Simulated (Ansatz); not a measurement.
The start is a generated cell, SiO2 built in the alpha-quartz structure type. The cell and all atomic positions are relaxed at zero pressure with r2SCAN (plane waves to 500 eV, PAW, scalar-relativistic; Ansatz, a first-principles code). First-step values are on the input's coarse k-mesh.

Ansatz input (later rounds restart from its end on a renewed k-mesh):
Ansatz 0.2 input:
```yaml
crystal:
  lattice:
    - [4.9140001, 0, 0]
    - [-2.457, 4.2556489, 0]
    - [0, 0, 5.406]
  atoms:
    - { symbol: Si, position: [0.4699, 0, 0.83333333] }
    - { symbol: Si, position: [0, 0.4699, 0.16666667] }
    - { symbol: Si, position: [0.5301, 0.5301, 0.5] }
    - { symbol: O, position: [0.413, 0.2668, 0.714003] }
    - { symbol: O, position: [0.7332, 0.1462, 0.04733633] }
    - { symbol: O, position: [0.8538, 0.587, 0.38066967] }
    - { symbol: O, position: [0.1462, 0.7332, 0.95266367] }
    - { symbol: O, position: [0.2668, 0.413, 0.285997] }
    - { symbol: O, position: [0.587, 0.8538, 0.61933033] }
basis: { ecutwfc: 500, ecutrho_ratio: 4, xc_grid: 4, fft_grid_basis: typed }
kpoints: { mp_grid: { grid: [6, 6, 5] } }
hamiltonian:
  xc: r2scan
  dispersion: none
  pseudopotentials: { azcp: { folder: ./paw }, kind: paw }
scf: { occupations: { method: fermi_dirac, width: 0.05 } }
relax: { f_tol: 0.01, max_steps: 100, cell: { stress_tol: 0.02 } }
output: { forces: true, stress: true }
```

Task: What is the largest force in the starting geometry, and on which atom (counted from 1)?

Result: 0.12 eV/Å, on O4, O5, O6, O7, O8, O9 (atoms numbered as listed).

Task: How does the volume change?

Result: +0.5 %, from 12.56 to 12.63 Å³/atom.

Task: How do the shortest distances between atoms change?

Result: The closest pairs of elements (up to four, under 3.6 Å), start → end: O–Si 1.61 → 1.61 Å; O–O 2.61 → 2.62 Å; Si–Si 3.06 → 3.06 Å.

Task: Is the relaxed structure metallic? Give its gap.

Result: 6.60 eV, indirect (valence top at K, conduction bottom at Γ) (no spin-orbit coupling).

Task: Give the final cell and atomic positions.

Result: 
Space group P3₁21 (No. 152); a = b = 4.9222 Å, c = 5.4176 Å, α = β = 90.00°, γ = 120.00°

| atom | site | symmetry | x | y | z |
|---|---|---|---|---|---|
| Si | 3b | .2. | 0.5310 | 0.5310 | 0.5000 |
| O | 6c | 1 | 0.7311 | 0.1444 | 0.0486 |

The space group stays P3₁21 (No. 152) (the run could not lower it); the end is AFLOW prototype A2B_hP9_152_c_a (as in SiO2), with 9 atoms in the primitive cell. Final values are on a 8×8×6 k-mesh of the relaxed cell. No spin polarisation in the result.

The run could not lose the symmetry of its start.
